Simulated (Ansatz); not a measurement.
BaZrO₃ (cubic perovskite)

```
CELL_PARAMETERS angstrom
      4.18056     0.00000     0.00000
      0.00000     4.18056     0.00000
      0.00000     0.00000     4.18056
ATOMIC_POSITIONS crystal
  Ba 0.00000 0.00000 0.00000
  Zr 0.50000 0.50000 0.50000
  O  0.00000 0.50000 0.50000
  O  0.50000 0.50000 0.00000
  O  0.50000 0.00000 0.50000
```

The relaxed cell is deformed in two ways at once: its volume V is scaled, and at that volume it is stretched along z (the c axis of the conventional cell) so that c/a changes. Fractional atomic positions are held.

Computed with PBEsol (plane waves to 420 eV, PAW, scalar-relativistic; Ansatz, a quantum-chemistry and plane-wave program). k mesh 8×8×8 (Γ-centred), Fermi-Dirac smearing 0.05 eV. Compression counts positive. BaZrO3 is run without spin polarisation. BaZrO3 was relaxed with its symmetry unable to fall.

At one point of the scan the stress tensor (GPa) is:

```
   -7.6      0.0      0.0
    0.0     -7.6      0.0
    0.0      0.0      5.3
```

**Question.** Which point is it?
(A) V/V₀ = 1.040, (c/a)/(c/a)₀ = 1.000
(B) V/V₀ = 1.000, (c/a)/(c/a)₀ = 0.920
(C) V/V₀ = 1.040, (c/a)/(c/a)₀ = 0.920
(D) V/V₀ = 1.027, (c/a)/(c/a)₀ = 0.947

**Answer.** D, V/V₀ = 1.027, (c/a)/(c/a)₀ = 0.947

(A scan under strain: stresses follow from slopes of the energy per volume, elastic moduli from its curvatures.)
